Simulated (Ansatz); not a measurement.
Pt (fcc (Cu type)), relaxed with LDA (Ansatz, a program for electronic structure, plane waves, PAW): a = b = c = 3.8936 Å, α = β = γ = 90.00°.

```
Property              Value
--------------------  -----
B₀ by P(V) fit (GPa)    307
```

Task: The same phase is relaxed and computed with PBE in the same code. What are the cell and these values now?

Result: a = 3.970 Å, b = 3.970 Å, c = 3.970 Å, α = 90.00°, β = 90.00°, γ = 90.00°.

- B₀ by P(V) fit (GPa) = 248

All cells were relaxed under the symmetry of their starts (and spin orders); stability against distortions was not tested throughout. Named crystals with no word on spin ran without spin polarisation. Scalar-relativistic: spin–orbit coupling is off unless named, which matters more the heavier the elements.

Potentials: the earlier of the program's two PAW sets. The files were generated under PBE; for other functionals the program regenerates the frozen cores, and for LDA and PBEsol the local potential too.

Ansatz is a plane-wave DFT program.
